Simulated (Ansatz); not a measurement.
**A run on Cs₆AlSb₃**

```yaml
crystal:
  lattice:
    - [10.8446, 0.0, 0.0]
    - [0.0, 6.5069, 0.0]
    - [-2.4137997492, 0.0, 12.4760404589]
  atoms:
    - { symbol: Cs, position: [0.61859, 0.25, 0.17409] }
    - { symbol: Cs, position: [0.38141, 0.75, 0.82591] }
    - { symbol: Cs, position: [0.25488, 0.25, 0.28314] }
    - { symbol: Cs, position: [0.74512, 0.75, 0.71686] }
    - { symbol: Cs, position: [0.95763, 0.25, 0.42298] }
    - { symbol: Cs, position: [0.04237, 0.75, 0.57702] }
    - { symbol: Cs, position: [0.59885, 0.25, 0.86568] }
    - { symbol: Cs, position: [0.40115, 0.75, 0.13432] }
    - { symbol: Cs, position: [0.63158, 0.25, 0.51904] }
    - { symbol: Cs, position: [0.36842, 0.75, 0.48096] }
    - { symbol: Cs, position: [0.94745, 0.25, 0.0518] }
    - { symbol: Cs, position: [0.05255, 0.75, 0.9482] }
    - { symbol: Al, position: [0.8244, 0.75, 0.22086] }
    - { symbol: Al, position: [0.1756, 0.25, 0.77914] }
    - { symbol: Sb, position: [0.68833, 0.75, 0.37526] }
    - { symbol: Sb, position: [0.31167, 0.25, 0.62474] }
    - { symbol: Sb, position: [0.07013, 0.75, 0.26789] }
    - { symbol: Sb, position: [0.92987, 0.25, 0.73211] }
    - { symbol: Sb, position: [0.71263, 0.75, 0.01883] }
    - { symbol: Sb, position: [0.28737, 0.25, 0.98117] }
kpoints:
  mp_grid: { grid: [3, 5, 3] }
scf:
  occupations: { method: fermi_dirac, width: 0.02 }
  max_iter: 75
hamiltonian:
  xc: pbe
  pseudopotentials: { kind: paw, frozen_core: stored }
output:
  forces: true
  stress: true
  populations: true
  Efg: { quadrupole_moments_barn: { Cs: -0.00343, Al: 0.1466, Sb: -0.543 } }
```

```sh
ansatz run input.yaml --threads 1 --pin off --max-ram 3072MiB --backend cpu --events-out ev --progress --plain --runs-dir out
```

Task: What happens when this input is run?

Result: The input was rejected before any iteration. The input holds a misspelt key. The program says:

```
Error: YAML parse error: error: line 39 column 3: unknown field `Efg`, expected one of write_density, write_potential, write_potential_components, volumetric_format, write_bands, fatbands, populations, hubbard, elf, band_densities, bader, dos, optics, efg, charged_corrections, wannier, polarization, topological_invariants, transmission, current_voltage, crpa, pair_interaction, rpa_energy, embedding, core_levels, xc_energy_on_converged_density, boltztrap, local_orbitals, orbitals, eigenstates, states_by_energy, atomic_orbital_hamiltonian, active_space, given_orbital_levels, support_matrices, forces, stress, cutoff_correction, eigenvalues, band_residual_tolerance, publish_guard_bands
  --> <input>:39:3
   |
37 |   stress: true
38 |   populations: true
39 |   Efg: { quadrupole_moments_barn: { Cs: -0.00343, Al: 0.1466, Sb: -… …
```

Against a sound input the change was `output.efg`: efg → Efg; `scf.max_iter`: not typed → 75.

With the sound settings the run converges and gives V_zz (10²¹ V/m²) Cs1 9.73 (η 0.78), Cs3 8.96 (η 0.37), Cs5 2.92 (η 0.25), Cs7 -5.93 (η 0.18), Cs9 3.22 (η 0.33), Cs11 -1.31 (η 0.73), among others; a site carries the number of its first atom in the input. Without spin–orbit coupling (the program notes it for Cs and Sb) the gradients can shift somewhat, as the gap is small.
